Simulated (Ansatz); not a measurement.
## KTaO₃: levels and charges under dearer methods

A database entry relaxed whole under r2SCAN at zero pressure (Pm-3m, No. 221):

```yaml
crystal:
  lattice:
    - [3.98958, 0.00000, 0.00000]
    - [0.00000, 3.98958, 0.00000]
    - [0.00000, 0.00000, 3.98958]
  atoms:
    - { symbol: K, position: [0.50000, 0.50000, 0.50000] }
    - { symbol: Ta, position: [0.00000, 0.00000, 0.00000] }
    - { symbol: O, position: [0.50000, 0.00000, 0.00000] }
    - { symbol: O, position: [0.00000, 0.50000, 0.00000] }
    - { symbol: O, position: [0.00000, 0.00000, 0.50000] }
```

Its volume is 12.70 Å³ an atom, +0.1 % against the entry's 12.69, a measured cell (2000, 298 K).

Single points on this cell with plane-wave PAW DFT (Ansatz 0.2.0; r2SCAN 500 eV, hybrids 420 eV; fermi-dirac occupations of width 0.020 eV; no moments): r2SCAN on a 8×8×8 Γ-centred mesh; r2SCAN with spin-orbit coupling on a 8×8×8 Γ-centred mesh; HSE06 on a 6×6×6 Γ-centred mesh; PBE0 on a 6×6×6 Γ-centred mesh.

Question: What does each level give for gap and charges?

Answer: The runs give:

```csv
level,"gap (eV), or kind",pressure (GPa),Bader charge of K (e),Bader charge of Ta (e),Bader charge of O (e)
r2SCAN,2.64,0.0,+0.84,+3.04,-1.29
r2SCAN with spin-orbit coupling,2.49,-0.2,+0.84,+3.05,-1.29
HSE06,3.59,-0.7,+0.84,+3.10,-1.31
PBE0,4.33,-0.8,+0.84,+3.11,-1.32
```

Under r2SCAN the gap is 2.64 eV, over mesh and band path. HSE06 moves it by +0.95 eV and PBE0 by +1.69 eV; PBE0 keeps its exact exchange at long range, which widens the gap over HSE06's by 0.75 eV on their common mesh. Spin-orbit coupling moves the r2SCAN gap by -0.15 eV, which the hybrid values lack. The charge on Ta goes from +3.04 to +3.10 e under HSE06.

Caveats: the relaxation kept the start's symmetry; HSE06 is read on its mesh and at the zone's corners, PBE0 on its mesh alone; hybrid pressures are good to a few tenths of a GPa; pressure is positive in compression.
